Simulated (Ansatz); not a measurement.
Values for one crystal, relaxed and computed with the program Ansatz at the r²SCAN level (PAW); other levels are named.

- Volume per atom: 21.77 Å³
- Electronic character: metallic (no gap)
- Density of states at the Fermi level: 0.28 states/eV per atom (mean over ±0.08 eV)
- Formation energy from the elements (no fitted shifts): -0.80 eV/atom

Task: Pick the material that matches.
A. CeCu2SiGe, I4mm (Ce on 2a, Si on 2a, Cu on 4b, Ge on 2a)
B. Y2MgSi2, P4/mbm (Y on 4h, Mg on 2a, Si on 4g)
C. Y2Al3Si2, C2/m (Y on 4i, Al on 4i, Al on 2a, Si on 4i)
D. YCo2Ge2, I4/mmm (Y on 2a, Co on 4d, Ge on 4e)

Result: B, Y2MgSi2, P4/mbm (Y on 4h, Mg on 2a, Si on 4g)

The first step of the workflow began from a Materials Project structure, measured or hypothetical; the Crystallography Open Database copy checked does not list it. Its standing as an ambient phase is unchecked. The r²SCAN relaxation kept the symmetry of its start; its stability against distortions is not shown here. No spin polarisation was allowed. The references are the lowest solids computed at this level, not always the standard phases. Spin–orbit coupling is left out wherever it is not named.

Potentials: the later of the program's two PAW sets.
